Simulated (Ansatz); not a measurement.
An Ansatz (a quantum-chemistry and plane-wave program) run. Input:

Ansatz 0.2 input:
```yaml
crystal:
  lattice:
    - [-1.9745578195, 2.3840273632, 2.6568481199]
    - [1.9745578195, -2.3840273632, 2.6568481199]
    - [1.9745578195, 2.3840273632, -2.6568481199]
  atoms:
    - { symbol: La, position: [0.0, 0.0, 0.0] }
    - { symbol: C, position: [0.6349840454, 0.5, 0.1349840454] }
    - { symbol: C, position: [0.3650159546, 0.5, 0.8650159546] }
kpoints:
  mp_grid: { grid: [15, 15, 15] }
hamiltonian:
  xc: lda
  pseudopotentials: { kind: paw }
scf:
  occupations: { method: fermi_dirac, width: 0.1 }
phonons:
  method: dfpt
  response_accuracy: low
  qmesh: [3, 3, 3]
  interpolated_qmesh: [18, 18, 18]
  dielectric: false
  rigid_motions: translations
  temperatures: { t_max: 1000, t_step: 50 }
  qpath:
    path:
      - [[0.0, 0.0, 0.0], [0.5, 0.5, -0.5], [0.3880849231, 0.6119150769, -0.3880849231]]  # Γ-X-F_2
      - [[-0.3880849231, 0.3880849231, 0.3880849231], [0.0, 0.0, 0.0], [0.4512931626, -0.4512931626, 0.4512931626]]  # Σ_0-Γ-Y_0
      - [[0.5487068374, 0.4512931626, -0.4512931626], [0.5, 0.5, -0.5]]  # U_0-X
      - [[0.0, 0.0, 0.0], [0.0, 0.5, 0.0], [0.25, 0.25, 0.25], [0.5, 0.0, 0.0], [0.0, 0.0, 0.0], [0.0, 0.0, 0.5], [0.25, 0.25, 0.25]]  # Γ-R-W-S-Γ-T-W
    npoints: 7
```

Output (shortened):

```
WARN phonons: nothing shows that this cell's Born effective charges vanish (its symmetry is asked only of a neutral cell with symmetry detection on), so it may …
Pseudopotential: La, paw, valence charge 11
Pseudopotential: C, paw, valence charge 4
Functional definition: SPW92
Crystal: 3 atoms, lattice volume = 50.027 Å³
Basis set: ecut = 420 eV, 977 PW (Γ), exchange–correlation on 60×60×60 points (8 copies of the dense FFT grid, shifted against one another)
Bands: 14, of which v1, the nominal top of the filled ones, is band 10 counted from 1 (9 counted from 0)
Symmetry: 8 space group operations
k-points: 512 of 3375
SCF iter   1: F=—  HF=-6562.251717 eV  |F-HF|=—  |Δ(HF+E_count)|=         —  Δρ=6.44e-3  dr2=1.73e-2  ethr=1.77e-3  ⟨swp⟩=4.2  Hψ=33459  notcnv=0
preconditioner: auto → Kerker (q_TF=auto, 2.322 Å⁻¹)
SCF iter   2: F=—  HF=-6562.246487 eV  |F-HF|=—  |Δ(HF+E_count)|=   5.23e-3  Δρ=3.66e-3  dr2=5.72e-3  ethr=9.09e-5  ⟨swp⟩=2.4  Hψ=16168  notcnv=0
SCF iter   3: F=—  HF=-6562.244556 eV  |F-HF|=—  |Δ(HF+E_count)|=   1.93e-3  Δρ=7.17e-4  dr2=3.33e-4  ethr=3.01e-5  ⟨swp⟩=2.1  Hψ=11930  notcnv=0
SCF iter   4: F=—  HF=-6562.244488 eV  |F-HF|=—  |Δ(HF+E_count)|=   6.81e-5  Δρ=2.01e-4  dr2=1.75e-5  ethr=1.75e-6  ⟨swp⟩=2.0  Hψ=11483  notcnv=0
SCF iter   5: F=—  HF=-6562.244491 eV  |F-HF|=—  |Δ(HF+E_count)|=   2.99e-6  Δρ=3.78e-5  dr2=7.14e-7  ethr=9.20e-8  ⟨swp⟩=2.4  Hψ=12024  notcnv=0
SCF iter   6: F=—  HF=-6562.244491 eV  |F-HF|=—  |Δ(HF+E_count)|=   5.27e-7  Δρ=8.83e-6  dr2=5.82e-8  ethr=3.76e-9  ⟨swp⟩=2.2  Hψ=10121  notcnv=0
SCF iter   7: F=—  HF=-6562.244491 eV  |F-HF|=—  |Δ(HF+E_count)|=   9.49e-9  Δρ=2.60e-6  dr2=6.33e-9  ethr=3.06e-10  ⟨swp⟩=2.3  Hψ=9830  notcnv=0
SCF iter   8: F=—  HF=-6562.244491 eV  |F-HF|=—  |Δ(HF+E_count)|=  5.66e-10  Δρ=6.70e-7  dr2=3.16e-10  ethr=3.33e-11  ⟨swp⟩=2.6  Hψ=11681  notcnv=0
SCF iter  10: F=-6562.244491 eV  HF=-6562.244491 eV  |F-HF|=1.82e-12  |Δ(HF+E_count)|=  9.09e-13  Δρ=3.36e-8  dr2=4.94e-13  ethr=1.00e-12  ⟨swp⟩=6.4  Hψ=33847  notcnv=0
the search or the solves at the SCF's close seem to have found levels that the self-consistency loop had missed (the run counts 1) …
SCF 1 converged in 10 iterations: F = -6562.244491 eV  dr2 = 4.94e-13
NSCF: frozen V_eff on 512 k-points
WARN: eigensolver did not converge (k=113) …
WARN: eigensolver did not converge in 2 slots of this pass, the one above among them; of largest residual over every band (k=113) …
NSCF: frozen V_eff on 512 k-points
DFPT response loops at q = (0, 0, 0) (fractional): preconditioner auto → Kerker (q_TF=auto, 2.322 Å⁻¹) (partly filled bands, converged f_vac=0.000) …
NSCF: frozen V_eff on 3600 k-points
DFPT response loops at q = (0, 0, 0.3333333333333333) (fractional): mixed as the last ones told, above
NSCF: frozen V_eff on 3600 k-points
DFPT response loops at q = (0, 0.3333333333333333, 0) (fractional): mixed as the last ones told, above
NSCF: frozen V_eff on 6750 k-points
DFPT response loops at q = (0, 0.3333333333333333, 0.3333333333333333) (fractional): mixed as the last ones told, above
phonons.qmesh, q = [0.0000, 0.3333, 0.3333]: its response loops start from zero, take more passes and end by a threshold …
NSCF: frozen V_eff on 3600 k-points
DFPT response loops at q = (0, 0.3333333333333333, -0.33333333333333337) (fractional): mixed as the last ones told, above
NSCF: frozen V_eff on 1920 k-points
DFPT response loops at q = (0.3333333333333333, 0.3333333333333333, -0.33333333333333337) (fractional): mixed as the last ones told, above
NSCF: frozen V_eff on 1920 k-points
DFPT response loops at q = (0.3333333333333333, -0.33333333333333337, 0.3333333333333333) (fractional): mixed as the last ones told, above
NSCF: frozen V_eff on 1920 k-points
DFPT response loops at q = (0.3333333333333333, -0.33333333333333337, -0.33333333333333337) (fractional): mixed as the last ones told, above
SCF converged after 10 iterations
Free energy (F): -6562.244491 eV
Harris-Foulkes:  -6562.244491 eV  (|F-HF|=1.82e-12)
Internal energy: -6562.217006 eV  (E = F + TS)
E sigma→0 (E₀):  -6562.230749 eV
Entropy (-TS):   -0.027485 eV (-9.162 meV/atom)
Fermi energy:    10.517567 eV
--- Per-component energies (eV) ---
  E_band       = -27.436947
  E_kinetic    = 367.900928
  E_local      = -522.991558  (includes V_loc(G=0)·N_el)
  E_nonlocal   = 158.065575
  E_hartree    = 158.214237
  E_xc         = -233.013136
  E_vxc        = -265.000108  (∫ρ·V_xc dr)
  E_paw        = -5427.277315  (= ΣΔE_a)
  E_vpaw       = -81.840268  (= ΣTr[D̂ρ^β])
  E_aug_tail   = 0.000015  (compensation charges beyond the density's cutoff)
  E_ewald      = -1063.564134
  E_core_change = 0.448381  (= ΣΔE_core)
  E_smearing   = -0.027485  (= −TS)
  E_closure    =  0.000000  (closes the sum)
  Σ components = -6562.244491   (vs F -6562.244491, Δ=0.00e0)
  [band-id]    e_kinetic+e_local+e_nonlocal+2·e_hartree+e_vxc+e_vpaw+e_augmentation_tail = -27.436941   (vs E_band -27.436947, Δ=5.85e-6)
--- Band table (eV; the first three rows and the last of 512) ---
  k-point 0: bands = ["-21.8822", "-5.4807", "-5.3735", "-5.2235", "-4.2141", "5.3265", "5.6360", "7.0275", "7.4390", "8.7768", "9.8085", "12.3662", "12.4412", "12.4445"]
  k-point 1: bands = ["-21.8774", "-5.5305", "-5.3862", "-5.2875", "-4.1194", "4.9914", "5.9190", "6.9590", "7.4116", "8.8447", "10.0635", "12.1402", "12.5203", "12.6610"]
  k-point 2: bands = ["-21.8640", "-5.6869", "-5.4221", "-5.3756", "-3.9424", "4.5988", "6.2164", "6.8343", "7.3602", "8.9803", "10.6539", "11.9763", "12.6703", "12.8376"]
  k-point 511: bands = ["-21.7558", "-6.0622", "-6.0605", "-5.5920", "-4.1461", "5.3531", "6.1672", "6.9556", "7.2330", "10.9472", "11.6278", "12.6462", "12.6567", "12.9237"]
--- Phonons (Γ-DFPT): 6 representative perturbations + reference (Σ response iterations 18) ---
  ASR residual: 8.180e-5 → 0.000e0 eV/Å²; symmetrization residual: 1.915e-6 eV/Å²
  ASR residual per site (eV/Å²): 4.81e-5 8.18e-5 8.18e-5
  Γ frequencies (cm⁻¹): 0.00 0.00 0.00 294.22 295.86 333.79 352.20 422.32 1675.02
  non-analytic LO–TO correction: not included (Born effective charges unavailable; polar crystals …
--- Phonons (arbitrary-q DFPT): 8 irreducible q on the 3×3×3 mesh ---
  q = [0.0000, 0.0000, 0.0000] (star 1, of the zone-centre solve; hermiticity 6.02e-8, symmetrization 3.05e-15):  0.00  0.00 0.00 294.22 295.86 333.79 352.20 422.32 1675.02
  q = [0.0000, 0.0000, 0.3333] (star 4, 6 solved perturbations on 1800 of 3375 k-point pairs; hermiticity 4.70e-8, symmetrization 3.01e-13): 71.52 82.87 133.79 289.17 318.92 324.93 381.83 394.84 1618.61
  q = [0.0000, 0.3333, 0.0000] (star 4, 6 solved perturbations on 1800 of 3375 k-point pairs; hermiticity 5.19e-8, symmetrization 2.53e-12): 75.38 109.06 125.85 274.39 315.95 324.98 375.74 394.73 1617.87
  q = [0.0000, 0.3333, 0.3333] (star 8, 6 solved perturbations on 3375 of 3375 k-point pairs: no pair is spared here; hermiticity 7.53e-7, symmetrization 5.59e-12): 105.51 115.97 128.66 286.05 298.30 334.16 373.53 398.46 1588.76
  q = [0.0000, 0.3333, -0.3333] (star 4, 6 solved perturbations on 1800 of 3375 k-point pairs; hermiticity 5.45e-8, symmetrization 1.49e-14): 56.78 95.77 121.30 290.33 315.25 329.98 353.42 395.84 1614.32
  q = [0.3333, 0.3333, -0.3333] (star 2, 6 solved perturbations on 960 of 3375 k-point pairs; hermiticity 6.49e-8, symmetrization 5.05e-12): 89.87 104.79 119.58 223.34 277.91 286.07 361.96 372.96 1594.22
  q = [0.3333, -0.3333, 0.3333] (star 2, 6 solved perturbations on 960 of 3375 k-point pairs; hermiticity 6.09e-8, symmetrization 4.62e-13): 73.06 116.67 129.79 257.07 321.74 323.89 333.08 375.91 1597.64
  q = [0.3333, -0.3333, -0.3333] (star 2, 6 solved perturbations on 960 of 3375 k-point pairs; hermiticity 7.09e-8, symmetrization 1.81e-12): 105.11 121.79 139.91 250.37 323.47 329.99 359.73 370.28 1601.11
  sum rule: each row above includes the acoustic sum rule's correction from the zone centre's row sums; it moved no ω² by more than (1.36 cm⁻¹)²
  mesh force constants: q→R imaginary residual 2.32e-16; ASR residual 8.180e-5 → 0.000e0 eV/Å²; symmetrization residual 1.421e-14 eV/Å²
  interpolated dispersion: 81 rows × 9 modes
  density of states and harmonic sums: on the 18×18×18 q-mesh, interpolated from the force constants of a 3×3×3 supercell (no non-analytic term)
  largest difference from the sums on the solved wave vectors: F 2.70e-2 eV, S 3.66e-5 and C_V 9.53e-6 eV/K
  zero-point energy: 0.222390 eV/cell   skipped modes (ω ≤ 0): 3   left out of the sums: 5.72e-5 of the cell's modes …
```

Cost: about 50 core-minutes (a rough figure) on shared cores.

Space group Immm. The first step of the workflow began from a Materials Project structure, measured or hypothetical; the Crystallography Open Database copy checked does not list it. COD files the formula under space group No. 139. Its standing as an ambient phase is unchecked. The LDA relaxation kept the symmetry of its start. Scalar-relativistic: spin–orbit coupling is off unless named, which matters more the heavier the elements.

Potentials: the later of the program's two PAW sets.

Ansatz is a plane-wave DFT program.
